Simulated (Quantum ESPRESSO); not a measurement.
Kohn-Sham bands of RbCl (rock salt)

```
CELL_PARAMETERS angstrom
      0.00000     3.30870     3.30870
      3.30870     0.00000     3.30870
      3.30870     3.30870     0.00000
ATOMIC_POSITIONS crystal
  Rb 0.00000 0.00000 0.00000
  Cl 0.50000 0.50000 0.50000
```

Structure: Materials Project mp-23295, symmetrised, not relaxed again. COD (Crystallography Open Database) has the formula in 2 space groups, this one among them (matched by group alone). Level: PBEsol, spinors with spin-orbit coupling; pw.x of Quantum ESPRESSO at 47 Ry with PseudoDojo potentials, 8×8×8 k-points, Wannier90. Density: 8×8×8 mesh, cold smearing 0.01 Ry.

Energies are relative to the valence-band maximum; weights are on the orthonormalised atomic waves of the pseudopotential files, averaged over the group. 16 electrons a cell are treated as valence.

Task: Into which isolated groups do the bands fall, where do they lie and what are they made of?

Result: 
```
bands  from (eV)  to (eV)  filling  weight on atomic waves
-----  ---------  -------  -------  ----------------------
1–2       -23.96   -23.94   filled              Rb 4s 99 %
3–4       -12.06   -11.95   filled   Cl 3s 93 %, Rb 5s 5 %
5–6        -8.75    -8.61   filled              Rb 4p 98 %
7–10       -7.94    -7.72   filled              Rb 4p 98 %
11–16      -0.91     0.00   filled              Cl 3p 96 %
```

The Kohn-Sham gap over both meshes and the path is 4.75 eV.
